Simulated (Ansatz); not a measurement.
Relaxed C (graphite type, space group P6_3/mmc):

```
C
1.0
    2.46498     0.00000     0.00000
   -1.23249     2.13473     0.00000
    0.00000     0.00000     6.72886
C
4
Direct
  0.00000   0.00000   0.25000
  0.00000   0.00000   0.75000
  0.33333   0.66667   0.25000
  0.66667   0.33333   0.75000
```

Level of theory: PBE-D3(BJ) (plane waves to 420 eV, PAW, scalar-relativistic; Ansatz, a first-principles code). k mesh 12×12×4 (Γ-centred), Fermi-Dirac smearing 0.05 eV. With partly filled bands, energies and forces of such displacements shift with the k mesh and the smearing. C was relaxed with its symmetry unable to fall. The PAW data are Ansatz's earlier set.

One atom of the cell was then moved (with its periodic images), all else fixed, and the forces (eV/Å) came out as:

```
atom     Fx     Fy      Fz
----  -----  -----  ------
C1    0.000  0.000   5.841
C2    0.000  0.000   0.014
C3    0.000  0.000  -5.753
C4    0.000  0.000  -0.103
```

Question: Which atom was moved, and by which vector (Å)?

Answer: C1, by (0.00, 0.00, -0.34), 0.34 Å in all.

(For displaced atoms, the force is minus the slope of the energy, and its curvature is a force constant, which sets phonon frequencies.)
